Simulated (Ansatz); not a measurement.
Simulated powder pattern, Cu Kα1, λ = 1.54056 Å (kinematic, ideal powder, no thermal factors, no anomalous dispersion; the 30 strongest lines at most, above 1 %, up to 2θ = 90°):

```tsv
2θ (°)	d (Å)	I/Imax (%)
28.04	3.180	100
46.60	1.947	67
55.27	1.661	40
68.03	1.377	10
75.12	1.264	16
86.49	1.124	22
```

The pattern belongs to a structure relaxed with DFT-PBE in the program Ansatz with PAW potentials.

**Question.** Which of these materials gives this?
(A) ZnS, zinc blende
(B) MgO, rock salt
(C) CdS, zinc blende
(D) AlP, zinc blende

**Answer.** D, AlP, zinc blende

**Question.** Give the lattice parameters.

**Answer.** a = 5.508 Å.

Space group F-43m (zinc blende). The cell was relaxed with PBE under the symmetry of its start; phonons on a q-mesh show no instability.

Potentials: the later of the program's two PAW sets.
